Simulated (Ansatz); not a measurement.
NbAg:
```cif
data_Ag2Nb2
_chemical_formula_sum 'Ag2 Nb2'
_space_group_name_H-M_alt 'Pmma'
_space_group_IT_number 51
_space_group_name_Hall '-P 2a 2a'
_cell_length_a 4.74343
_cell_length_b 2.76230
_cell_length_c 5.30359
_cell_angle_alpha 90.000
_cell_angle_beta 90.000
_cell_angle_gamma 90.000
loop_
_atom_site_label
_atom_site_type_symbol
_atom_site_symmetry_multiplicity
_atom_site_Wyckoff_symbol
_atom_site_fract_x
_atom_site_fract_y
_atom_site_fract_z
_atom_site_occupancy
Ag1 Ag 2 e 0.75000 0.00000 0.14550 1
Nb1 Nb 2 f 0.25000 0.50000 0.35275 1
```

Relaxed at zero pressure with the program Ansatz at the r²SCAN level (PAW).

Problem. The volume is lowered by 3 % and shape and atoms relax at that volume. What pressure results, and how do the axes share the change?

Solution. 5.0 GPa; a -0.9 %, b -1.0 %, c -1.1 %; the energy rises by 8 meV/atom.

Problem. Give the new structure.

Solution. 
Space group Pmma (No. 51); a = 4.6987 Å, b = 2.7353 Å, c = 5.2448 Å, α = β = γ = 90.00°

```
atom  site  symmetry       x       y       z
----  ----  --------  ------  ------  ------
Ag      2e       mm2  0.7500  0.0000  0.1457
Nb      2f       mm2  0.2500  0.5000  0.3516
```

The phase is kept; no other phase was compared at this pressure.

The start of the workflow was typed in or built on a structure type; neither database checked (COD, Materials Project) lists it. Whether it is the stable phase at ambient conditions was not checked. Symmetry was held in the r²SCAN relaxation; its stability against distortions is not shown here. No spin polarisation was allowed. Its formation energy is positive at this level, so the cell may be metastable or incomplete. Axis ratios of metals converge slowly with the k-mesh, so a and c are less sure than the volume.

Potentials: the later of the program's two PAW sets.
